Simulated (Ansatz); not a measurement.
Consider the following.

PbS:
```
PbS
1.0
    0.00000     3.00435     3.00435
    3.00435     0.00000     3.00435
    3.00435     3.00435     0.00000
Pb S
1 1
Cartesian
  0.00000   0.00000   0.00000
  3.00435   3.00435   3.00435
```

This is the PBE-relaxed structure.

**Question.** All from PBE (plane waves, PAW; program Ansatz), unless another level is named. Predict the Hill bulk and shear moduli.

**Answer.** 52.9 and 30.3 GPa.

**Question.** Next, the highest zone-centre frequency (without LO–TO term)?

**Answer.** 37 cm⁻¹.

Space group Fm-3m (rock salt). The PBE relaxation kept the symmetry of its start; of distortions, only those at the zone centre were tested. Scalar-relativistic: spin–orbit coupling is off unless named, which matters more the heavier the elements.

Potentials: the later of the program's two PAW sets.
